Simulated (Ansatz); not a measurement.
**A film clamped to a substrate in Y**

All numbers below come from Ansatz, DFT PBEsol, scalar-relativistic, plane waves, PAW. The runs took a 420 eV cutoff, a Γ-centred 16×16×16 mesh and Gaussian smearing (0.15 eV). No spin polarisation. Energies are free energies at this smearing, counted from the undisturbed cell; pressure is positive in compression.

The undisturbed cell (as given, not relaxed at this level; it stands at 0.2 GPa; this fcc form isn't the usual structure):

```yaml
crystal:
  lattice:
    - [0.00000, 2.48500, 2.48500]
    - [2.48500, 0.00000, 2.48500]
    - [2.48500, 2.48500, 0.00000]
  atoms:
    - { symbol: Y, position: [0.00000, 0.00000, 0.00000] }
```

The cell (1 atom, V0 = 30.69 Å³) is strained by p along both x and y and by q along z, fractional coordinates fixed. τp = (1/V0) ∂E/∂p = (σxx + σyy)(1 + p)(1 + q) and τq = (1/V0) ∂E/∂q = σzz(1 + p)², with tension positive.

```csv
p,q,ΔE (meV/atom),τp (GPa),τq (GPa)
0.000,0.000,0.00,-0.39,-0.19
-0.040,0.000,34.21,-8.84,-2.95
0.040,0.000,23.91,6.37,2.22
0.000,-0.040,11.42,-3.16,-2.84
0.000,0.040,7.74,2.00,2.17
```

Q: Get the second derivatives of the energy density.

A: Central differences give A = ∂τp/∂p = 190 GPa (C11 + C22 + 2 C12), C = ∂τq/∂q = 63 GPa (C33) and the cross term B = ∂τq/∂p = 65 GPa (C13 + C23); ∂τp/∂q = 64 GPa must equal B, and any difference shows higher-order terms. Steps this large leave an error of some per cent of A or C in all of these, which can swamp a small B. The ions are clamped. In a cubic crystal C11 = C = 63, C12 = B/2 = 32 GPa and A should be 2(C11 + C12) = 190 GPa; the bulk modulus is (C11 + 2 C12)/3 = 42 GPa.

Q: A film of this crystal grows with z along the normal on a substrate that imposes p. How does its thickness respond, and what does the misfit cost?

A: Count p and q from the stress-free cell. A free surface needs τq = 0, so q = −(B/C) p = -1.03 p. The energy density left is (A − B²/C) p²/2 = M p², with the biaxial modulus M = 62 GPa; a misfit of 1 % costs 1.18 meV/atom, against 1.82 meV/atom if the thickness were held.

In a metal these slopes depend on the k mesh and the smearing.